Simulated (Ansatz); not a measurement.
Relaxed-ion elastic tensor of TaSe₂ in space group P6_3/mmc (No. 194; Ta on 2b, Se on 4f) in GPa (Voigt order), LDA (plane waves, PAW; program Ansatz); density 9.25 g/cm³, 20.27 Å³ per atom.

```
 174  53.2  14.7   0.0   0.0   0.0
53.2   174  14.7   0.0   0.0   0.0
14.7  14.7  60.5   0.0   0.0   0.0
 0.0   0.0   0.0  21.0   0.0   0.0
 0.0   0.0   0.0   0.0  21.0   0.0
 0.0   0.0   0.0   0.0   0.0  60.4
```

### Question
Is the crystal mechanically stable?

### Answer
Yes: the smallest eigenvalue of C is 21.0 GPa.

### Question
Work out the Voigt, Reuss and Hill averages.

### Answer
K_V = 63.7, K_R = 46.0, K_H = 54.9; G_V = 42.2, G_R = 31.8, G_H = 37.0 GPa.

### Question
Give Young's modulus, Poisson's ratio, Pugh's ratio and the universal anisotropy index.

### Answer
E = 9KG/(3K + G) = 90.6 GPa; ν = 0.22; K/G = 1.48 (brittle by the Pugh limit of 1.75); A_U = 5G_V/G_R + K_V/K_R − 6 = 2.01.

### Question
Estimate the sound speeds and the Debye temperature.

### Answer
v_l = √((K + 4G/3)/ρ) = 3360 m/s, v_t = √(G/ρ) = 2000 m/s, mean 2210 m/s; Θ = (h/k)(3n/4πV)^(1/3) v_m = 242 K.

### Question
How much does each axis shrink under pressure?

### Answer
Linear compressibilities β_i = Σ_j S_ij (j = 1 to 3): x 3.4, y 3.4, z 15 per TPa.

The workflow started from an entry of the Crystallography Open Database (COD), which files this formula under 5 space groups. Its standing as an ambient phase is unchecked. Symmetry was held in the LDA relaxation; its stability against distortions is not shown here. No spin polarisation was allowed. A crystal of weakly bound layers computed without a dispersion correction: the cell and the soft elastic constants depend strongly on that. As this level gives no gap, shear constants depend on the k-mesh and smearing (Fermi–Dirac, 0.1 eV here). Spin–orbit coupling is left out wherever it is not named.

Potentials: the later of the program's two PAW sets.
